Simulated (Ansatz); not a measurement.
**Calculated electric field gradients for SiO2**

The cell is a structure deposited in the COD, taken as it stands.

```
Si O
1.0
     4.97090    0.00000    0.00000
     0.00000    4.97090    0.00000
     0.00000    0.00000    6.92780
Si O
4 8
Direct
  0.30050 0.30050 0.00000
  0.19950 0.80050 0.25000
  0.69950 0.69950 0.50000
  0.80050 0.19950 0.75000
  0.23920 0.10370 0.17860
  0.39630 0.73920 0.42860
  0.76080 0.89630 0.67860
  0.60370 0.26080 0.92860
  0.73920 0.39630 0.57140
  0.89630 0.76080 0.32140
  0.26080 0.60370 0.07140
  0.10370 0.23920 0.82140
```

Sites (sets of like atoms) are named by element and the number of their first atom in this list.

The numbers come from a DFT calculation in Ansatz (PBE, plane waves and PAW, scalar-relativistic, 420 eV cutoff, Γ-centred 5×5×4 k-points, Fermi–Dirac smearing 0.02 eV).

C_Q = eQV_zz/h, which is 24.18 MHz for Q = 1 b and V_zz = 10²¹ V/m²; η = (V_xx − V_yy)/V_zz. Directions are in the Cartesian axes of the cell vectors above, for the atom listed; none is given where the gradient is under 0.02 or η is above 0.95.

| site | first atom | first shell | V_zz (10²¹ V/m²) | η | direction of V_zz (x, y, z) |
| --- | --- | --- | --- | --- | --- |
| Si | 1 | 4 O at 1.60–1.61 Å | -0.54 | 0.96 | – |
| O | 5 | 2 Si at 1.60–1.61 Å, angle 147° | 9.08 | 0.14 | 0.17 0.80 -0.57 |

At O V_zz runs parallel to the line that joins its two neighbours (within 1°).

The calculated pressure of 8 GPa (PBE) comes largely from the unrelaxed atoms: it is 1.2 GPa once they are relaxed in the same cell. The largest force is 0.5 eV/Å, so the atoms aren't at the calculated equilibrium and relaxing them would move these values. Where η is near 1 the sign of V_zz means little.

Hardware: 1 thread of Arm Neoverse V2 (aarch64; 8 cores open to the job, memory cap 2.5 GiB, no GPU), a shared host with a load of 0.4 a core. Wall time 15 s, CPU time 15 s, peak memory 0.4 GiB.
